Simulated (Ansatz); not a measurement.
# BiBrO: input, output and frames of a trajectory

Method: DFT PBEsol, scalar-relativistic, plane waves, PAW in Ansatz 0.2.0. The runs took a 420 eV cutoff, a shifted (0.5, 0.0, 0.5 steps) 2×1×2 mesh and Fermi–Dirac smearing (0.02 eV). The mesh is coarse. Spin–orbit coupling is left out, which can shift energies with elements as heavy as these. No spin polarisation.

18 atoms, starting at 1.00 times the perfect crystal's volume (space group P4/nmm, the cell as given, not relaxed at this level); Langevin thermostat at 200 K (friction 0.005 fs⁻¹), fixed cell; 82 steps of 4 fs. The run is short and not equilibrated. The time step is on the long side.

Self-consistency was reached.

Command:
```bash
ansatz run input.yaml --threads 4 --pin off --max-ram 5120MiB --backend cpu --events-out ev --progress --plain --runs-dir out
```

Input:
```yaml
crystal:
  lattice:
    - [-3.92, -3.92, 0.0]
    - [0.0, 0.0, 8.11]
    - [-3.92, 7.84, 0.0]
  atoms:
    - { symbol: Bi, position: [0.5, 0.153, 0.5] }
    - { symbol: Bi, position: [0.1666666667, 0.153, 0.8333333333] }
    - { symbol: Bi, position: [0.8333333333, 0.153, 0.1666666667] }
    - { symbol: Bi, position: [0.3333333333, 0.847, 0.1666666667] }
    - { symbol: Bi, position: [0.0, 0.847, 0.5] }
    - { symbol: Bi, position: [0.6666666667, 0.847, 0.8333333333] }
    - { symbol: Br, position: [0.5, 0.65, 0.5] }
    - { symbol: Br, position: [0.1666666667, 0.65, 0.8333333333] }
    - { symbol: Br, position: [0.8333333333, 0.65, 0.1666666667] }
    - { symbol: Br, position: [0.3333333333, 0.35, 0.1666666667] }
    - { symbol: Br, position: [0.0, 0.35, 0.5] }
    - { symbol: Br, position: [0.6666666667, 0.35, 0.8333333333] }
    - { symbol: O, position: [0.6666666667, 0.0, 0.3333333333] }
    - { symbol: O, position: [0.3333333333, 0.0, 0.6666666667] }
    - { symbol: O, position: [0.0, 0.0, 0.0] }
    - { symbol: O, position: [0.1666666667, 0.0, 0.3333333333] }
    - { symbol: O, position: [0.8333333333, 0.0, 0.6666666667] }
    - { symbol: O, position: [0.5, 0.0, 0.0] }
basis:
  ecutwfc: 420
kpoints:
  mp_grid: { grid: [2, 1, 2], shift: [0.5, 0.0, 0.5] }
hamiltonian:
  xc: pbesol
scf:
  occupations: { method: fermi_dirac, width: 0.02 }
  lower_state_search: "off"
  convergence: { dr2_threshold: 1.0e-07 }
output:
  forces: true
  stress: true
md:
  timestep: 4.0
  n_steps: 82
  ensemble: nvt_langevin
  temperature: 200.0
  initial_velocities: maxwell_boltzmann
  seed: 25749
  friction: 0.005
```

Output (its end):
```
...
SCF converged after 6 iterations
Free energy (F): -93241.493403 eV
Harris-Foulkes:  -93241.493403 eV  (|F-HF|=5.68e-10)
Internal energy: -93241.493403 eV  (E = F + TS)
E sigma→0 (E₀):  -93241.493403 eV
Fermi energy:    9.014491 eV
--- Per-component energies (eV) ---
  E_band       = -696.926611
  E_kinetic    = 3652.512131
  E_local      = -16156.269199  (includes V_loc(G=0)·N_el)
  E_nonlocal   = 4111.025454
  E_hartree    = 5880.593960
  E_xc         = -2913.314974
  E_vxc        = -2054.900408  (∫ρ·V_xc dr)
  E_paw        = -77187.626310  (= ΣΔE_a)
  E_vpaw       = -2010.494894  (= ΣTr[D̂ρ^β])
  E_aug_tail   = 0.011589  (compensation charges beyond the density's cutoff)
  E_ewald      = -10629.729917
  E_core_change = 1.303863  (= ΣΔE_core)
  E_smearing   = -0.000000  (= −TS)
  E_closure    = 0.000000  (closes the sum)
  Σ components = -93241.493403   (vs F -93241.493403, Δ=0.00e0)
--- Forces (eV/Å), atoms counted from 1 ---
  atom   1  Bi    -0.17248613    -0.27359156    -0.11040165
  atom   2  Bi    -0.74266696     0.01217186    -0.01738119
  atom   3  Bi     0.55164479    -0.35089502    -0.55538779
  atom   4  Bi    -0.04115933    -0.97952206     0.13575546
  atom   5  Bi    -0.50639228    -0.51524096     0.22946811
  atom   6  Bi     0.09157258     0.59548399     0.26665711
  atom   7  Br     0.05910634     0.53488672    -0.02792170
  atom   8  Br     0.02985107    -0.09845042     0.04663206
  atom   9  Br     0.25007255    -0.02881373     0.40284541
  atom  10  Br     0.24589913    -0.28264781    -0.26001672
  atom  11  Br    -0.08978404    -0.30904893    -0.39570734
  atom  12  Br    -0.23954699    -0.03540827     0.05728370
  atom  13  O     -0.13072112     0.43702289     0.02720891
  atom  14  O     -0.27241517     0.28465570     0.01724382
  atom  15  O      0.13288921    -0.05151304     0.14507907
  atom  16  O      0.10104855     0.63432360     0.06683614
  atom  17  O      0.85660145     0.27392256    -0.05833284
  atom  18  O     -0.12353345     0.15266704     0.03014390
  max |Σ_I F_I| component: 1.98e-5 eV/Å
--- Stress (GPa, compression-positive) ---
       -0.225571      -0.277743      -0.208156
       -0.277743      -0.391838      -0.535719
       -0.208156      -0.535719      -0.887169
  P = ⅓ Tr σ = -0.5015 GPa (-5.015 kbar)
--- MD trajectory: 82 steps, t = 0.0 → 328.0 fs ---
  final state: T = 208.2 K   F+E_penalty+E_count = -93241.49340307 eV   E_kin = 0.484353 eV
```

Frames along the run (Å, eV/Å; dE is the potential energy from the first frame):

```xyz
18
Lattice="-3.920 -3.920 0.000 0.000 0.000 8.110 -3.920 7.840 0.000" Properties=species:S:1:pos:R:3:forces:R:3 pbc="T T T" time_fs=0.00 dE_eV=0.0000 T_K=189
Bi   -3.920    1.960    1.241    0.000    0.000    0.327
Bi   -3.920    5.880    1.241    0.000    0.000    0.327
Bi   -3.920   -1.960    1.241    0.000    0.000    0.327
Bi   -1.960    0.000    6.869    0.000    0.000   -0.327
Bi   -1.960    3.920    6.869    0.000    0.000   -0.327
Bi   -5.880    3.920    6.869    0.000    0.000   -0.327
Br   -3.920    1.960    5.271    0.000    0.000    0.347
Br   -3.920    5.880    5.271    0.000    0.000    0.347
Br   -3.920   -1.960    5.271    0.000    0.000    0.347
Br   -1.960    0.000    2.838    0.000    0.000   -0.347
Br   -1.960    3.920    2.838    0.000    0.000   -0.347
Br   -5.880    3.920    2.838    0.000    0.000   -0.347
O    -3.920    0.000    0.000    0.000    0.000   -0.007
O    -3.920    3.920    0.000    0.000    0.000   -0.007
O     0.000    0.000    0.000    0.000    0.000   -0.007
O    -1.960    1.960    0.000    0.000    0.000    0.007
O    -5.880    1.960    0.000    0.000    0.000    0.007
O    -1.960   -1.960    0.000    0.000    0.000    0.007
18
Lattice="-3.920 -3.920 0.000 0.000 0.000 8.110 -3.920 7.840 0.000" Properties=species:S:1:pos:R:3:forces:R:3 pbc="T T T" time_fs=28.00 dE_eV=0.0947 T_K=175
Bi   -3.927    1.970    1.246   -0.128    0.086   -0.054
Bi   -3.927    5.891    1.262    0.178   -0.345    0.266
Bi   -3.920   -1.945    1.252   -0.096    0.144    0.110
Bi   -1.941   -0.004    6.894   -0.193    0.048   -0.288
Bi   -1.976    3.894    6.825   -0.074    0.306    0.032
Bi   -5.929    3.911    6.858    0.451   -0.078    0.093
Br   -3.829    1.998    5.276   -0.156   -0.059    0.271
Br   -3.891    5.850    5.316   -0.066    0.139    0.132
Br   -3.943   -1.905    5.322    0.149   -0.165    0.136
Br   -1.972    0.004    2.833    0.042   -0.051   -0.281
Br   -1.946    3.893    2.800    0.010    0.057   -0.222
Br   -5.831    3.846    2.805   -0.174    0.197   -0.051
O    -3.881    0.026   -0.041   -0.246   -0.195    0.281
O    -3.905    3.896    0.023   -0.145    0.241   -0.268
O     0.028   -0.021    0.019   -0.450    0.304    0.020
O    -1.976    2.002   -0.058    0.380   -0.385    0.392
O    -5.932    2.014   -0.002    0.421   -0.397   -0.005
O    -1.975   -1.986    0.091    0.098    0.152   -0.564
18
Lattice="-3.920 -3.920 0.000 0.000 0.000 8.110 -3.920 7.840 0.000" Properties=species:S:1:pos:R:3:forces:R:3 pbc="T T T" time_fs=60.00 dE_eV=0.2386 T_K=106
Bi   -3.944    2.005    1.266    0.190   -0.344   -0.464
Bi   -3.917    5.872    1.318   -0.010   -0.178   -0.836
Bi   -3.917   -1.926    1.240    0.191    0.107    0.103
Bi   -1.943   -0.001    6.913   -0.349    0.000   -0.178
Bi   -1.983    3.882    6.790    0.139    0.154    0.635
Bi   -5.964    3.889    6.854    0.559    0.020    0.182
Br   -3.762    2.043    5.282   -0.369   -0.271    0.177
Br   -3.824    5.828    5.383   -0.277    0.099   -0.259
Br   -3.927   -1.858    5.382    0.182   -0.358   -0.213
Br   -1.962    0.002    2.779    0.214   -0.140    0.000
Br   -1.916    3.857    2.755   -0.043    0.264    0.018
Br   -5.814    3.769    2.757   -0.163    0.385    0.136
O    -3.918   -0.023   -0.019    0.287    0.209    0.176
O    -3.939    3.929   -0.054    0.217   -0.232    0.379
O    -0.012   -0.017    0.022    0.369   -0.295    0.179
O    -1.874    1.927    0.071   -0.725    0.293   -0.547
O    -5.835    1.919    0.006   -0.490    0.339    0.015
O    -1.954   -1.977   -0.052    0.077   -0.051    0.499
18
Lattice="-3.920 -3.920 0.000 0.000 0.000 8.110 -3.920 7.840 0.000" Properties=species:S:1:pos:R:3:forces:R:3 pbc="T T T" time_fs=88.00 dE_eV=0.2505 T_K=106
Bi   -3.946    2.015    1.245    0.165   -0.546   -0.175
Bi   -3.916    5.821    1.342    0.003    0.041   -0.765
Bi   -3.911   -1.915    1.236   -0.068   -0.032   -0.166
Bi   -1.949    0.000    6.917   -0.147   -0.011    0.099
Bi   -1.991    3.901    6.776    0.171    0.033    0.770
Bi   -5.977    3.876    6.864    0.568    0.071    0.334
Br   -3.761    2.052    5.319   -0.331   -0.301   -0.013
Br   -3.783    5.837    5.404   -0.380    0.115   -0.361
Br   -3.878   -1.849    5.440    0.062   -0.383   -0.326
Br   -1.941   -0.002    2.738    0.093   -0.176    0.109
Br   -1.908    3.839    2.718   -0.059    0.191    0.232
Br   -5.826    3.760    2.764   -0.197    0.462    0.212
O    -3.884   -0.008    0.002   -0.096   -0.082   -0.092
O    -3.874    3.887    0.038   -0.274    0.361   -0.362
O     0.043   -0.070    0.070   -0.240    0.256   -0.174
O    -2.006    1.958   -0.004    0.676    0.007   -0.009
O    -5.870    1.945   -0.035   -0.063    0.035    0.316
O    -1.946   -1.986   -0.013    0.117   -0.040    0.371
18
Lattice="-3.920 -3.920 0.000 0.000 0.000 8.110 -3.920 7.840 0.000" Properties=species:S:1:pos:R:3:forces:R:3 pbc="T T T" time_fs=120.00 dE_eV=0.2677 T_K=121
Bi   -3.934    1.999    1.206    0.182   -0.323   -0.094
Bi   -3.907    5.745    1.345   -0.096    0.853   -0.175
Bi   -3.908   -1.917    1.212    0.032   -0.425    0.142
Bi   -1.969   -0.002    6.932    0.416   -0.125   -0.158
Bi   -2.001    3.922    6.782    0.318   -0.014    0.270
Bi   -5.958    3.883    6.892    0.091    0.346    0.167
Br   -3.778    2.014    5.344   -0.249   -0.158   -0.040
Br   -3.785    5.852    5.403   -0.354    0.151   -0.321
Br   -3.833   -1.859    5.466   -0.135   -0.376   -0.438
Br   -1.905   -0.037    2.684   -0.090    0.127    0.224
Br   -1.916    3.854    2.706    0.035    0.144    0.235
Br   -5.865    3.808    2.779    0.160    0.231    0.110
O    -3.913   -0.011   -0.046    0.093    0.236    0.273
O    -3.877    3.962    0.018    0.035   -0.600   -0.254
O     0.007   -0.014    0.030    0.171   -0.082    0.069
O    -1.917    1.975   -0.083   -0.385    0.106    0.442
O    -5.870    1.994   -0.011    0.155   -0.265    0.189
O    -1.890   -2.016    0.131   -0.380    0.176   -0.641
18
Lattice="-3.920 -3.920 0.000 0.000 0.000 8.110 -3.920 7.840 0.000" Properties=species:S:1:pos:R:3:forces:R:3 pbc="T T T" time_fs=148.00 dE_eV=0.2435 T_K=172
Bi   -3.926    1.975    1.183    0.283   -0.009    0.669
Bi   -3.907    5.727    1.338   -0.014    0.742   -0.485
Bi   -3.912   -1.916    1.219    0.011   -0.380    0.218
Bi   -1.969   -0.001    6.939    0.334    0.072   -0.250
Bi   -2.001    3.940    6.801    0.390   -0.059    0.087
Bi   -5.953    3.911    6.918    0.120   -0.014   -0.470
Br   -3.786    1.956    5.349   -0.149   -0.023   -0.058
Br   -3.831    5.866    5.395   -0.162    0.051   -0.202
Br   -3.808   -1.928    5.438   -0.262   -0.035   -0.266
Br   -1.864   -0.064    2.640   -0.059    0.133    0.314
Br   -1.916    3.907    2.706    0.018    0.082    0.336
Br   -5.874    3.872    2.807    0.067    0.094   -0.109
O    -3.941    0.080    0.051    0.410   -0.619   -0.549
O    -3.885    3.895   -0.082   -0.058    0.216    0.542
O     0.042   -0.010    0.011   -0.228   -0.139    0.347
O    -1.899    1.983   -0.016   -0.236    0.118   -0.043
O    -5.832    1.969    0.055   -0.554   -0.111   -0.344
O    -1.941   -1.968    0.006    0.088   -0.116    0.261
18
Lattice="-3.920 -3.920 0.000 0.000 0.000 8.110 -3.920 7.840 0.000" Properties=species:S:1:pos:R:3:forces:R:3 pbc="T T T" time_fs=180.00 dE_eV=0.2106 T_K=171
Bi   -3.923    1.946    1.182   -0.139   -0.072    0.283
Bi   -3.914    5.756    1.313   -0.111    0.423    0.033
Bi   -3.911   -1.918    1.258   -0.078   -0.353    0.092
Bi   -1.935    0.000    6.942    0.138   -0.044   -0.466
Bi   -1.997    3.948    6.825    0.073   -0.233   -0.118
Bi   -5.960    3.948    6.930   -0.022   -0.456   -0.429
Br   -3.793    1.891    5.348   -0.246    0.056   -0.008
Br   -3.927    5.845    5.369    0.022   -0.052   -0.055
Br   -3.786   -2.035    5.361   -0.310    0.168   -0.013
Br   -1.866   -0.066    2.625   -0.337    0.244    0.389
Br   -1.895    3.992    2.722   -0.069   -0.350    0.295
Br   -5.899    3.933    2.796    0.043   -0.236   -0.102
O    -3.917   -0.006   -0.057    0.016    0.092    0.301
O    -3.957    3.879   -0.015    0.013   -0.160    0.000
O    -0.001   -0.091    0.104    0.087    0.487   -0.286
O    -1.953    1.978    0.023    0.145    0.023   -0.179
O    -5.974    1.846    0.028    0.705    0.381   -0.089
O    -1.989   -2.007   -0.008    0.072    0.082    0.355
18
Lattice="-3.920 -3.920 0.000 0.000 0.000 8.110 -3.920 7.840 0.000" Properties=species:S:1:pos:R:3:forces:R:3 pbc="T T T" time_fs=208.00 dE_eV=0.2643 T_K=158
Bi   -3.926    1.927    1.207    0.179    0.040    0.039
Bi   -3.931    5.787    1.286    0.055    0.120    0.282
Bi   -3.900   -1.932    1.293   -0.340   -0.165    0.161
Bi   -1.904    0.010    6.918   -0.373    0.005   -0.345
Bi   -1.972    3.972    6.846   -0.008   -0.565   -0.115
Bi   -5.974    3.952    6.922    0.331   -0.198   -0.190
Br   -3.813    1.856    5.359   -0.194    0.148   -0.036
Br   -3.979    5.832    5.333    0.166   -0.051    0.180
Br   -3.784   -2.113    5.276   -0.421    0.306    0.198
Br   -1.920   -0.068    2.654   -0.160    0.158    0.371
Br   -1.912    4.045    2.779   -0.078   -0.432    0.065
Br   -5.918    3.952    2.774    0.237   -0.282   -0.012
O    -3.901   -0.094   -0.044   -0.129    0.527    0.197
O    -3.977    3.867    0.022    0.498    0.266   -0.212
O    -0.059   -0.018    0.071    0.595   -0.110   -0.095
O    -1.961    1.958   -0.023   -0.008    0.040    0.088
O    -5.861    1.910   -0.020   -0.225   -0.018    0.195
O    -1.963   -2.051    0.141   -0.125    0.211   -0.771
18
Lattice="-3.920 -3.920 0.000 0.000 0.000 8.110 -3.920 7.840 0.000" Properties=species:S:1:pos:R:3:forces:R:3 pbc="T T T" time_fs=240.00 dE_eV=0.2956 T_K=194
Bi   -3.920    1.911    1.222    0.178    0.414    0.102
Bi   -3.950    5.806    1.242    0.189    0.078    0.146
Bi   -3.919   -1.935    1.327   -0.136    0.055   -0.321
Bi   -1.883    0.027    6.882   -0.443    0.010   -0.378
Bi   -1.940    3.983    6.863   -0.013   -0.409   -0.269
Bi   -5.986    3.941    6.905    0.902    0.036   -0.805
Br   -3.843    1.792    5.364   -0.039    0.411   -0.055
Br   -4.019    5.830    5.292    0.316    0.079    0.204
Br   -3.838   -2.165    5.189   -0.286    0.338    0.371
Br   -2.007   -0.038    2.736    0.073    0.065   -0.010
Br   -1.959    4.052    2.872    0.019   -0.280   -0.276
Br   -5.914    3.940    2.745    0.197   -0.073   -0.140
O    -3.921   -0.010    0.056   -0.081   -0.129   -0.172
O    -3.820    3.991   -0.037   -0.554   -0.340    0.282
O     0.032    0.041   -0.018   -0.496   -0.257    0.528
O    -1.969    1.954   -0.027    0.276    0.036    0.295
O    -5.834    1.980   -0.011   -0.127   -0.099    0.181
O    -1.985   -1.977   -0.002    0.023    0.065    0.316
18
Lattice="-3.920 -3.920 0.000 0.000 0.000 8.110 -3.920 7.840 0.000" Properties=species:S:1:pos:R:3:forces:R:3 pbc="T T T" time_fs=268.00 dE_eV=0.3356 T_K=170
Bi   -3.923    1.919    1.235    0.194    0.422    0.256
Bi   -3.951    5.817    1.229   -0.148    0.175    0.356
Bi   -3.955   -1.935    1.361    0.178    0.069   -0.338
Bi   -1.889    0.037    6.860   -0.287   -0.144    0.227
Bi   -1.910    3.976    6.854   -0.225   -0.362    0.217
Bi   -5.976    3.919    6.876    0.406    0.392    0.128
Br   -3.890    1.734    5.359   -0.044    0.643    0.018
Br   -4.014    5.820    5.262    0.164    0.092    0.347
Br   -3.925   -2.175    5.158   -0.016    0.328    0.473
Br   -2.073   -0.007    2.803    0.192    0.015   -0.127
Br   -1.994    4.021    2.931    0.047   -0.200   -0.439
Br   -5.880    3.939    2.716    0.010   -0.107    0.029
O    -3.893    0.017    0.054   -0.245   -0.028   -0.231
O    -3.887    4.008   -0.022   -0.299   -0.628   -0.229
O    -0.021    0.015    0.055    0.051   -0.098   -0.272
O    -1.916    2.018    0.052   -0.165   -0.239   -0.281
O    -5.868    1.947    0.024   -0.026    0.052   -0.257
O    -2.047   -1.936   -0.016    0.216   -0.381    0.125
18
Lattice="-3.920 -3.920 0.000 0.000 0.000 8.110 -3.920 7.840 0.000" Properties=species:S:1:pos:R:3:forces:R:3 pbc="T T T" time_fs=300.00 dE_eV=0.4781 T_K=155
Bi   -3.915    1.948    1.253   -0.154    0.099   -0.287
Bi   -3.938    5.822    1.216   -0.308   -0.360   -0.016
Bi   -3.991   -1.934    1.385    0.451   -0.093   -0.805
Bi   -1.916    0.052    6.854   -0.116   -0.545    0.208
Bi   -1.895    3.965    6.826   -0.534   -0.630   -0.159
Bi   -5.963    3.880    6.856    0.321    0.302    0.184
Br   -3.963    1.703    5.357    0.107    0.602   -0.148
Br   -3.992    5.831    5.262   -0.001   -0.019    0.293
Br   -4.016   -2.123    5.135    0.124    0.129    0.532
Br   -2.136    0.047    2.844    0.373   -0.324   -0.309
Br   -2.018    3.983    2.940    0.021   -0.339   -0.564
Br   -5.825    3.912    2.719   -0.256   -0.171    0.160
O    -3.938   -0.040   -0.067    0.206   -0.061    0.724
O    -4.001    3.782   -0.066    0.383    0.615    0.242
O    -0.002   -0.085    0.038   -0.299    0.357   -0.053
O    -1.934    1.945    0.017    0.039   -0.187    0.117
O    -5.896    1.852   -0.012   -0.271    0.174    0.072
O    -2.015   -2.079    0.055   -0.086    0.451   -0.190
18
Lattice="-3.920 -3.920 0.000 0.000 0.000 8.110 -3.920 7.840 0.000" Properties=species:S:1:pos:R:3:forces:R:3 pbc="T T T" time_fs=328.00 dE_eV=0.4181 T_K=208
Bi   -3.913    1.980    1.272   -0.172   -0.274   -0.110
Bi   -3.925    5.813    1.208   -0.743    0.012   -0.017
Bi   -4.011   -1.940    1.344    0.552   -0.351   -0.555
Bi   -1.941    0.047    6.852   -0.041   -0.980    0.136
Bi   -1.895    3.933    6.795   -0.506   -0.515    0.229
Bi   -5.950    3.848    6.852    0.092    0.595    0.267
Br   -4.014    1.727    5.348    0.059    0.535   -0.028
Br   -3.972    5.857    5.315    0.030   -0.098    0.047
Br   -4.078   -2.063    5.176    0.250   -0.029    0.403
Br   -2.144    0.048    2.862    0.246   -0.283   -0.260
Br   -2.038    3.941    2.884   -0.090   -0.309   -0.396
Br   -5.823    3.881    2.741   -0.240   -0.035    0.057
O    -3.989   -0.134    0.002   -0.131    0.437    0.027
O    -3.921    3.797   -0.027   -0.272    0.285    0.017
O    -0.034   -0.006   -0.014    0.133   -0.052    0.145
O    -2.011    1.810    0.053    0.101    0.634    0.067
O    -6.023    1.857   -0.050    0.857    0.274   -0.058
O    -1.970   -2.040    0.006   -0.124    0.153    0.030
```